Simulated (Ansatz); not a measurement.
Ansatz (a first-principles code) input:

Ansatz 0.2 input:
```yaml
crystal:
  lattice:
    - [0.0, 5.3295936252, 5.3295936252]
    - [5.3295936252, 0.0, 5.3295936252]
    - [5.3295936252, 5.3295936252, 0.0]
  atoms:
    - { symbol: Cs, position: [0.75, 0.75, 0.75] }
    - { symbol: Cs, position: [0.25, 0.25, 0.25] }
    - { symbol: Na, position: [0.5, 0.5, 0.5] }
    - { symbol: La, position: [0.0, 0.0, 0.0] }
    - { symbol: Cl, position: [0.745999414, 0.254000586, 0.254000586] }
    - { symbol: Cl, position: [0.254000586, 0.745999414, 0.745999414] }
    - { symbol: Cl, position: [0.254000586, 0.745999414, 0.254000586] }
    - { symbol: Cl, position: [0.745999414, 0.254000586, 0.745999414] }
    - { symbol: Cl, position: [0.254000586, 0.254000586, 0.745999414] }
    - { symbol: Cl, position: [0.745999414, 0.745999414, 0.254000586] }
kpoints:
  mp_grid: { grid: [5, 5, 5] }
hamiltonian:
  xc: lda
  pseudopotentials: { kind: paw }
scf:
  occupations: { method: fixed }
phonons:
  method: dfpt
  response_accuracy: low
  eigenvectors: true
  rigid_motions: translations
  dielectric: true
  raman: true
```

Output (shortened):

```
Pseudopotential: Cs, paw, valence charge 9
Pseudopotential: Na, paw, valence charge 9
Pseudopotential: La, paw, valence charge 11
Pseudopotential: Cl, paw, valence charge 7
Functional definition: SPW92
Crystal: 10 atoms, lattice volume = 302.770 Å³
Basis set: ecut = 420 eV, 5961 PW (Γ), exchange–correlation on 108×108×108 points (8 copies of the dense FFT grid, shifted against one another)
Bands: 50, of which v1, the nominal top of the filled ones, is band 40 counted from 1 (39 counted from 0)
Symmetry: 48 space group operations
k-points: 63 of 125 (irreducible under 1 space group operation, time reversal used)
SCF iter   1: F=—  HF=-24838.368405 eV  |F-HF|=—  |Δ(HF+E_count)|=         —  Δρ=6.13e-3  dr2=1.20e-1  ethr=1.77e-3  ⟨swp⟩=5.0  Hψ=9955  notcnv=0  defer=227
preconditioner: auto → Resta (q_TF=auto, 2.186 Å⁻¹)
SCF iter   2: F=—  HF=-24838.334637 eV  |F-HF|=—  |Δ(HF+E_count)|=   3.38e-2  Δρ=2.84e-3  dr2=2.16e-2  ethr=1.51e-4  ⟨swp⟩=3.0  Hψ=6758  notcnv=0  defer=399
SCF iter   3: F=—  HF=-24838.328965 eV  |F-HF|=—  |Δ(HF+E_count)|=   5.67e-3  Δρ=8.54e-4  dr2=2.23e-3  ethr=2.70e-5  ⟨swp⟩=3.0  Hψ=4545  notcnv=0  defer=446
SCF iter   4: F=—  HF=-24838.328549 eV  |F-HF|=—  |Δ(HF+E_count)|=   4.15e-4  Δρ=1.53e-4  dr2=8.40e-5  ethr=2.79e-6  ⟨swp⟩=2.1  Hψ=5410  notcnv=0  defer=470
SCF iter   5: F=—  HF=-24838.328569 eV  |F-HF|=—  |Δ(HF+E_count)|=   1.97e-5  Δρ=4.15e-5  dr2=7.47e-6  ethr=1.05e-7  ⟨swp⟩=2.8  Hψ=5616  notcnv=0  defer=367
SCF iter   6: F=—  HF=-24838.328570 eV  |F-HF|=—  |Δ(HF+E_count)|=   4.72e-7  Δρ=1.29e-5  dr2=7.14e-7  ethr=9.34e-9  ⟨swp⟩=2.0  Hψ=5497  notcnv=0  defer=177
SCF iter   7: F=—  HF=-24838.328487 eV  |F-HF|=—  |Δ(HF+E_count)|=   8.26e-5  Δρ=4.68e-6  dr2=7.63e-8  ethr=8.93e-10  ⟨swp⟩=2.4  Hψ=5177  notcnv=0  defer=182
SCF iter   8: F=—  HF=-24838.328487 eV  |F-HF|=—  |Δ(HF+E_count)|=   1.47e-8  Δρ=9.51e-7  dr2=3.80e-9  ethr=9.54e-11  ⟨swp⟩=2.4  Hψ=5519  notcnv=0  defer=182
SCF iter  10: F=-24838.328487 eV  HF=-24838.328487 eV  |F-HF|=3.64e-12  |Δ(HF+E_count)|=  3.27e-11  Δρ=2.78e-8  dr2=3.03e-12  ethr=1.00e-12  ⟨swp⟩=13.9  Hψ=18347  notcnv=0
SCF 1 converged in 10 iterations: F = -24838.328487 eV  dr2 = 3.03e-12
NSCF: frozen V_eff on 10 k-points
DFPT response loops at Γ: preconditioner auto → none (the input reference at scf.mixing.eps_inf says where Resta's filter doesn't serve); β = 0.50 …
── the response to a field inside a basis, on 6×6×6 k-points: an SCF that follows is theirs, and a resumed run solves both again ──
Crystal: 10 atoms, lattice volume = 302.770 Å³
Bands: 41, of which v1, the nominal top of the filled ones, is band 40 counted from 1 (39 counted from 0)
k-points: 28 of 216 (irreducible under 12 space group operations)
SCF iter   1: F=—  HF=-24838.046386 eV  |F-HF|=—  |Δ(HF+E_count)|=         —  Δρ=3.56e-4  dr2=1.91e-4  ethr=1.00e-1
preconditioner: auto → Resta (q_TF=auto, 2.186 Å⁻¹)
SCF iter   2: F=—  HF=-24838.046403 eV  |F-HF|=—  |Δ(HF+E_count)|=   1.77e-5  Δρ=2.01e-4  dr2=7.00e-5  ethr=2.39e-7
SCF iter   3: F=—  HF=-24838.046411 eV  |F-HF|=—  |Δ(HF+E_count)|=   7.26e-6  Δρ=1.40e-5  dr2=5.30e-7  ethr=8.75e-8
SCF iter   4: F=—  HF=-24838.046411 eV  |F-HF|=—  |Δ(HF+E_count)|=   3.51e-7  Δρ=4.98e-6  dr2=9.19e-8  ethr=6.63e-10
SCF iter   5: F=—  HF=-24838.046411 eV  |F-HF|=—  |Δ(HF+E_count)|=   3.82e-8  Δρ=1.03e-6  dr2=7.69e-9  ethr=1.15e-10
SCF iter   6: F=—  HF=-24838.046411 eV  |F-HF|=—  |Δ(HF+E_count)|=  9.79e-10  Δρ=3.74e-7  dr2=9.29e-10  ethr=9.61e-12
SCF iter   7: F=-24838.046411 eV  HF=-24838.046411 eV  |F-HF|=5.82e-11  |Δ(HF+E_count)|=  8.00e-11  Δρ=1.67e-7  dr2=9.92e-11  ethr=1.16e-12
SCF 1 converged in 7 iterations: F = -24838.046411 eV  dr2 = 9.92e-11
DFPT response loops at Γ: mixed as the last ones told, above
DFPT response loops at Γ: mixed as the last ones told, above
DFPT response loops at Γ: mixed as the last ones told, above
SCF converged after 10 iterations
Free energy (F): -24838.328487 eV
Harris-Foulkes:  -24838.328487 eV  (|F-HF|=3.64e-12)
Internal energy: -24838.328487 eV  (E = F + TS)
E sigma→0 (E₀):  -24838.328487 eV
Fermi energy:    2.337462 eV
--- Per-component energies (eV) ---
  E_band       = -503.273286
  E_kinetic    = 1568.508403
  E_local      = -3964.768035  (includes V_loc(G=0)·N_el)
  E_nonlocal   = 464.160670
  E_hartree    = 1377.695997
  E_xc         = -1160.135215
  E_vxc        = -1182.297555  (∫ρ·V_xc dr)
  E_paw        = -19047.040654  (= ΣΔE_a)
  E_vpaw       = -144.269396  (= ΣTr[D̂ρ^β])
  E_aug_tail   = 0.000565  (compensation charges beyond the density's cutoff)
  E_ewald      = -4078.897888
  E_core_change = 2.147669  (= ΣΔE_core)
  E_smearing   =  0.000000  (= −TS)
  E_closure    = 0.000000  (closes the sum)
  Σ components = -24838.328487   (vs F -24838.328487, Δ=0.00e0)
  [band-id]    e_kinetic+e_local+e_nonlocal+2·e_hartree+e_vxc+e_vpaw+e_augmentation_tail = -503.273354   (vs E_band -503.273286, Δ=-6.81e-5)
--- Band table (eV; the first three rows and the last of 63) ---
  k-point 0: bands = ["-45.6350", "-27.4622", "-18.1746", "-18.1746", "-18.1746", "-16.6206", "-16.6066", "-11.9860", "-11.9860", "-11.9860", "-10.4267", "-10.1395", "-10.1395", "-9.3606", "-9.3606", "-9.3606", "-3.5511", "-3.5511", "-3.5511", "-3.4087", …
  k-point 1: bands = ["-45.6350", "-27.4622", "-18.1746", "-18.1746", "-18.1746", "-16.6191", "-16.6077", "-11.9979", "-11.9837", "-11.9837", "-10.3761", "-10.1613", "-10.1613", "-9.4159", "-9.3387", "-9.3387", "-3.5259", "-3.5259", "-3.4920", "-3.4102", …
  k-point 2: bands = ["-45.6350", "-27.4621", "-18.1746", "-18.1745", "-18.1745", "-16.6153", "-16.6108", "-12.0167", "-11.9801", "-11.9801", "-10.2809", "-10.1944", "-10.1944", "-9.5191", "-9.3055", "-9.3055", "-3.4711", "-3.4711", "-3.4262", "-3.4262", …
  k-point 62: bands = ["-45.6350", "-27.4621", "-18.1746", "-18.1746", "-18.1745", "-16.6134", "-16.6125", "-12.0110", "-11.9846", "-11.9808", "-10.2562", "-10.2418", "-10.1936", "-9.4749", "-9.3327", "-9.3063", "-3.4391", "-3.4343", "-3.4309", "-3.4077", …
--- Phonons (Γ-DFPT): 5 representative perturbations + reference, on 63 of 125 k-points (Σ response iterations 17) ---
  ASR residual: 1.805e-4 → 0.000e0 eV/Å²; symmetrization residual: 1.445e-4 eV/Å²
  ASR residual per site (eV/Å²): 2.58e-6 2.58e-6 1.81e-4 1.25e-4 6.59e-5 6.59e-5 6.59e-5 6.59e-5 6.59e-5 6.59e-5
  Γ frequencies (cm⁻¹): -42.68 -42.68 -42.68 0.00 0.00 0.00 33.17 33.17 33.17 35.93 35.93 35.93 45.61 45.61 45.61 77.35 77.35 77.35 96.51 96.51 96.51 200.49 200.49 200.49 241.73 241.73 273.76 273.76 273.76 294.69
  ε∞ (high-frequency dielectric tensor):
        2.959054     0.000000     0.000000
        0.000000     2.959054     0.000000
        0.000000     0.000000     2.959054
  ε⁰ (static dielectric tensor): not given — an optical mode at Γ is not stable, and the ionic part, a sum over the modes at Γ, is formed only where all of …
  softest optical mode at Γ: -42.68 cm⁻¹; the repairs (sum rule, projections) moved no ω² at Γ by more than (7.31 cm⁻¹)²
  Born effective charges Z* (e; rows j = field, columns β = displacement):
    site 0:
         1.33119    0.00000    0.00000
         0.00000    1.33119    0.00000
         0.00000    0.00000    1.33119
    site 1:
         1.33119    0.00000    0.00000
         0.00000    1.33119    0.00000
         0.00000    0.00000    1.33119
    site 2:
         1.23611    0.00000    0.00000
         0.00000    1.23611    0.00000
         0.00000    0.00000    1.23611
    site 3:
         3.53834    0.00000    0.00000
         0.00000    3.53834    0.00000
         0.00000    0.00000    3.53834
    site 4:
        -1.92881    0.00000    0.00000
         0.00000   -0.89480    0.00000
         0.00000    0.00000   -0.89480
    site 5:
        -1.92881    0.00000    0.00000
         0.00000   -0.89480    0.00000
         0.00000    0.00000   -0.89480
    site 6:
        -0.89480    0.00000    0.00000
         0.00000   -1.92881    0.00000
         0.00000    0.00000   -0.89480
    site 7:
        -0.89480    0.00000    0.00000
         0.00000   -1.92881    0.00000
         0.00000    0.00000   -0.89480
    site 8:
        -0.89480    0.00000    0.00000
         0.00000   -0.89480    0.00000
         0.00000    0.00000   -1.92881
    site 9:
        -0.89480    0.00000    0.00000
         0.00000   -0.89480    0.00000
         0.00000    0.00000   -1.92881
  Z* charge neutrality: 3.473e-5 e pre-enforcement
  k-mesh period / interband length: 37.7 Å / 1.33 Å = 28.23 at k = (0.0000, 0.0000, 0.0000), direct gap 4.891 eV — 14 or more, which is no proof of convergence
  Raman tensors (in the event stream and the table raman_tensors.tsv) …
  optical modes at Γ without the LO–TO term, one row a degenerate level:
      ω (cm⁻¹)  modes    IR ((D/Å)²/amu)  static Raman (Å⁴/amu)  depolarisation
        -42.68      3             0.0000                 0.0000               —
         33.17      3             0.0000                 3.6809           0.750
         35.93      3             5.2643                 0.0000               —
         45.61      3             0.0000                 0.0000               —
         77.35      3             5.3427                 0.0000               —
         96.51      3             0.0000                36.6631           0.750
        200.49      3             0.0003                 0.0000               —
        241.73      2             0.0000                 8.8676           0.750
        273.76      3            22.8567                 0.0000               —
        294.69      1             0.0000                37.6132           0.000
  optical modes at Γ + LO–TO along q̂ = [1.0000, 0.0000, 0.0000]:
      ω (cm⁻¹)  modes    IR ((D/Å)²/amu)  static Raman (Å⁴/amu)  depolarisation
        -42.68      3             0.0000                 0.0000               —
         33.17      3             0.0000                 3.6809           0.750
         35.93      2             3.5095                 0.0000               —
         45.61      3             0.0000                 0.0000               —
         53.72      1             0.2011                 0.0000               —
         77.35      2             3.5618                 0.0000               —
         96.51      3             0.0000                36.6631           0.750
        104.70      1             1.9083                 0.0000               —
        200.49      2             0.0002                 0.0000               —
        200.49      1             0.0001                 0.0000               —
        241.73      2             0.0000                 8.8676           0.750
        273.76      2            15.2378                 0.0000               —
        294.69      1             0.0000                37.6132           0.000
        308.10      1             9.0452                 0.0000               —
  optical modes at Γ + LO–TO along q̂ = [0.0000, 1.0000, 0.0000]:
      ω (cm⁻¹)  modes    IR ((D/Å)²/amu)  static Raman (Å⁴/amu)  depolarisation
        -42.68      3             0.0000                 0.0000               —
         33.17      3             0.0000                 3.6809           0.750
         35.93      2             3.5095                 0.0000               —
         45.61      3             0.0000                 0.0000               —
         53.72      1             0.2011                 0.0000               —
         77.35      2             3.5618                 0.0000               —
         96.51      3             0.0000                36.6631           0.750
        104.70      1             1.9083                 0.0000               —
        200.49      2             0.0002                 0.0000               —
        200.49      1             0.0001                 0.0000               —
        241.73      2             0.0000                 8.8676           0.750
        273.76      2            15.2378                 0.0000               —
        294.69      1             0.0000                37.6132           0.000
        308.10      1             9.0452                 0.0000               —
  optical modes at Γ + LO–TO along q̂ = [0.0000, 0.0000, 1.0000]:
      ω (cm⁻¹)  modes    IR ((D/Å)²/amu)  static Raman (Å⁴/amu)  depolarisation
        -42.68      3             0.0000                 0.0000               —
         33.17      3             0.0000                 3.6809           0.750
         35.93      2             3.5095                 0.0000               —
         45.61      3             0.0000                 0.0000               —
         53.72      1             0.2011                 0.0000               —
         77.35      2             3.5618                 0.0000               —
         96.51      3             0.0000                36.6631           0.750
        104.70      1             1.9083                 0.0000               —
        200.49      2             0.0002                 0.0000               —
        200.49      1             0.0001                 0.0000               —
        241.73      2             0.0000                 8.8676           0.750
        273.76      2            15.2378                 0.0000               —
        294.69      1             0.0000                37.6132           0.000
        308.10      1             9.0452                 0.0000               —
```

Cost: roughly 50 core-minutes on shared cores.

Space group Fm-3m. The workflow started from a Materials Project entry (that database holds measured and hypothetical structures alike); the Crystallography Open Database copy checked does not list it. Its standing as an ambient phase is unchecked. The LDA relaxation kept the symmetry of its start; phonons on a q-mesh show weakly imaginary modes. Spin–orbit coupling is left out wherever it is not named.

Potentials: the later of the program's two PAW sets.

Ansatz is a plane-wave DFT program.
